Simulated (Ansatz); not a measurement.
An element in the bcc structure gives these cold pressures by all-electron LAPW under LDA (Ansatz 0.2.0, scalar-relativistic, no spin polarisation).

| V (Å³/atom) | P (GPa) |
| --- | --- |
| 26.24 | -0.02 |
| 23.09 | 7.72 |
| 20.47 | 18.45 |
| 17.84 | 36.0 |
| 15.22 | 67.3 |
| 13.12 | 114.1 |
| 11.28 | 188.5 |

(1) Which element is it?

Answers

(1) Lu. Its zero-pressure volume in this structure is near 26.2 Å³/atom; the volume and the steepness of P(V) together point to it, though neighbours can come close. This is the case that was computed; others weren't tested.
